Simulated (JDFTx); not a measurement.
An input for JDFTx (a modified build) (Ir(100), CANDLE, water, 1 M NaF; bohr, hartree) and the course of its log:

```
lattice \
  5.1497683269 0.0000000000 0.0000000000 \
  0.0000000000 5.1497683269 0.0000000000 \
  0.0000000000 0.0000000000 44.7865091536
coords-type Lattice
ion Ir 0.0000000000 0.0000000000 -0.1626130800 0
ion Ir 0.5000000000 0.5000000000 -0.0813065400 0
ion Ir 0.0000000000 0.0000000000 0.0000000000 0
ion Ir 0.5000000000 0.5000000000 0.0813065400 0
ion Ir 0.0000000000 0.0000000000 0.1626130800 0
ion-species pseudo/ir_pbe_v1.2.upf
elec-cutoff 20 200
elec-ex-corr gga-PBE
coulomb-interaction Slab 001
coulomb-truncation-embed 0 0 0
kpoint-folding 8 8 1
elec-smearing Fermi 0.01
elec-n-bands 50
electronic-scf nIterations 100 energyDiffThreshold 1e-08
fluid LinearPCM
pcm-variant CANDLE
fluid-solvent H2O
fluid-cation Na+ 1
fluid-anion F- 1
fluid-minimize nIterations 400 knormThreshold 1e-11
wavefunction read vac.wfns
elec-initial-eigenvals vac.eigenvals
dump-name f0.$VAR
dump End State Ecomponents EigStats BandEigs Forces ElecDensity IonicPositions Fillings Kpoints Dtot FluidDebug BoundCharge FluidDensity
```

```
[one cycle in 5 is shown, and the last three; fluid-solver lines are left out]
	FillingsUpdate:  mu: -0.194890274  nElectrons: 75.000000
SCF: Cycle:  0   F: -382.265301267486279   dF: +3.381e-05   |Residual|: 1.664e-03   |deigs|: 2.735e-04
	FillingsUpdate:  mu: -0.192110875  nElectrons: 75.000000
SCF: Cycle:  5   F: -382.265379877176599   dF: -4.428e-06   |Residual|: 2.492e-04   |deigs|: 7.083e-04
	FillingsUpdate:  mu: -0.191230760  nElectrons: 75.000000
SCF: Cycle: 10   F: -382.265381077072675   dF: -7.292e-07   |Residual|: 1.650e-04   |deigs|: 1.075e-04
	FillingsUpdate:  mu: -0.191245507  nElectrons: 75.000000
SCF: Cycle: 15   F: -382.265380777011671   dF: +5.750e-07   |Residual|: 1.516e-04   |deigs|: 2.138e-04
	FillingsUpdate:  mu: -0.191169138  nElectrons: 75.000000
SCF: Cycle: 20   F: -382.265381378092570   dF: -4.881e-08   |Residual|: 2.647e-05   |deigs|: 4.292e-05
	FillingsUpdate:  mu: -0.191196053  nElectrons: 75.000000
SCF: Cycle: 25   F: -382.265381397115959   dF: -1.333e-07   |Residual|: 8.723e-06   |deigs|: 2.445e-05
	FillingsUpdate:  mu: -0.191183947  nElectrons: 75.000000
SCF: Cycle: 30   F: -382.265381283304009   dF: +1.085e-07   |Residual|: 6.436e-05   |deigs|: 1.576e-05
	FillingsUpdate:  mu: -0.191204428  nElectrons: 75.000000
SCF: Cycle: 35   F: -382.265381380796157   dF: -1.434e-07   |Residual|: 3.917e-05   |deigs|: 3.906e-05
	FillingsUpdate:  mu: -0.191177584  nElectrons: 75.000000
SCF: Cycle: 40   F: -382.265381380240797   dF: -3.490e-08   |Residual|: 2.250e-05   |deigs|: 3.137e-05
	FillingsUpdate:  mu: -0.191178161  nElectrons: 75.000000
SCF: Cycle: 45   F: -382.265381169621094   dF: +2.100e-07   |Residual|: 8.774e-05   |deigs|: 3.007e-05
	FillingsUpdate:  mu: -0.191204822  nElectrons: 75.000000
SCF: Cycle: 50   F: -382.265381384570048   dF: -3.055e-07   |Residual|: 3.543e-05   |deigs|: 5.698e-05
	FillingsUpdate:  mu: -0.191169837  nElectrons: 75.000000
SCF: Cycle: 55   F: -382.265381178774931   dF: +1.910e-07   |Residual|: 7.784e-05   |deigs|: 3.725e-05
	FillingsUpdate:  mu: -0.191174497  nElectrons: 75.000000
SCF: Cycle: 60   F: -382.265381214964691   dF: +1.698e-07   |Residual|: 7.665e-05   |deigs|: 2.854e-05
	FillingsUpdate:  mu: -0.191207838  nElectrons: 75.000000
SCF: Cycle: 65   F: -382.265381388647768   dF: -2.729e-07   |Residual|: 2.968e-05   |deigs|: 4.185e-05
	FillingsUpdate:  mu: -0.191180797  nElectrons: 75.000000
SCF: Cycle: 70   F: -382.265381284725436   dF: +9.797e-08   |Residual|: 5.468e-05   |deigs|: 2.673e-05
	FillingsUpdate:  mu: -0.191211625  nElectrons: 75.000000
SCF: Cycle: 75   F: -382.265381280974964   dF: +1.116e-07   |Residual|: 7.370e-05   |deigs|: 1.361e-05
	FillingsUpdate:  mu: -0.191202912  nElectrons: 75.000000
SCF: Cycle: 80   F: -382.265381394988708   dF: -1.851e-07   |Residual|: 9.999e-06   |deigs|: 6.087e-05
	FillingsUpdate:  mu: -0.191174329  nElectrons: 75.000000
SCF: Cycle: 85   F: -382.265381369410761   dF: -2.043e-08   |Residual|: 3.378e-05   |deigs|: 6.159e-05
	FillingsUpdate:  mu: -0.191212809  nElectrons: 75.000000
SCF: Cycle: 90   F: -382.265381325243311   dF: +6.560e-08   |Residual|: 5.943e-05   |deigs|: 1.192e-05
	FillingsUpdate:  mu: -0.191199429  nElectrons: 75.000000
SCF: Cycle: 95   F: -382.265380961531832   dF: +4.338e-07   |Residual|: 1.626e-04   |deigs|: 1.163e-05
	FillingsUpdate:  mu: -0.191209038  nElectrons: 75.000000
SCF: Cycle: 97   F: -382.265381397399722   dF: -1.492e-10   |Residual|: 5.796e-06   |deigs|: 1.301e-07
	FillingsUpdate:  mu: -0.191209038  nElectrons: 75.000000
SCF: Cycle: 98   F: -382.265381397360443   dF: +3.928e-11   |Residual|: 6.443e-06   |deigs|: 2.967e-07
	FillingsUpdate:  mu: -0.191209040  nElectrons: 75.000000
SCF: Cycle: 99   F: -382.265381397429621   dF: -6.918e-11   |Residual|: 6.811e-06   |deigs|: 7.554e-07
SCF: None of the convergence criteria satisfied after 100 iterations.
IonicMinimize: Iter:   0  F: -382.265381397429621  |grad|_K:  0.000e+00
IonicMinimize: Converged (|grad|_K<1.000000e-04).
```

This run gave no converged result. The loop ran out of cycles short of its threshold. It has stalled and not diverged: the last ten energies span 4e-07 Ha, so the total is near its end, but levels, forces and charges aren't shown converged.
